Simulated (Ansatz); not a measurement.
LaGa2:
```cif
data_Ga2La
_chemical_formula_sum 'La1 Ga2'
_space_group_name_H-M_alt 'P6/mmm'
_space_group_IT_number 191
_space_group_name_Hall '-P 6 2'
_cell_length_a 4.29477
_cell_length_b 4.29477
_cell_length_c 4.49240
_cell_angle_alpha 90.000
_cell_angle_beta 90.000
_cell_angle_gamma 120.000
loop_
_atom_site_label
_atom_site_type_symbol
_atom_site_symmetry_multiplicity
_atom_site_Wyckoff_symbol
_atom_site_fract_x
_atom_site_fract_y
_atom_site_fract_z
_atom_site_occupancy
La1 La 1 a 0.00000 0.00000 0.00000 1
Ga1 Ga 2 d 0.33333 0.66667 0.50000 1
```

Relaxed at zero pressure with DFT-r²SCAN in the program Ansatz with PAW potentials.

Problem. The volume is lowered by 9 % and shape and atoms relax at that volume. What pressure results, and how do the axes share the change?

Solution. 8.3 GPa; a -2.5 %, b -2.5 %, c -4.3 %; the energy rises by 51 meV/atom.

Problem. Give the new structure.

Solution. 
Space group P6/mmm (No. 191); a = 4.188 Å, b = 4.188 Å, c = 4.299 Å, α = 90.00°, β = 90.00°, γ = 120.00°

```
atom  site  symmetry       x       y       z
----  ----  --------  ------  ------  ------
La      1a     6/mmm  0.0000  0.0000  0.0000
Ga      2d      -6m2  0.3333  0.6667  0.5000
```

The phase is kept; no other phase was compared at this pressure.

The workflow started from an entry of the Crystallography Open Database (COD, 293 K). Whether it is the stable phase at ambient conditions was not checked. The r²SCAN relaxation kept the symmetry of its start; whether a distortion lowers the energy is not shown. Axis ratios of metals converge slowly with the k-mesh, so a and c are less sure than the volume. Spin–orbit coupling is left out wherever it is not named.

Potentials: the later of the program's two PAW sets.
